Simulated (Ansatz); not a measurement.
With plane-wave PAW PBEsol (Ansatz code), Be in the hcp (Mg type) structure (P6_3/mmc) relaxes to a = 2.255 Å, c = 3.558 Å. Be has 12 nearest neighbours from 2.20 Å (anticuboctahedral).

Electronic character: metallic (no gap).

Symmetry was held in the PBEsol relaxation. Axis ratios of metals converge slowly with the k-mesh, so a and c are less sure than the volume.

Potentials: the later of the program's two PAW sets.
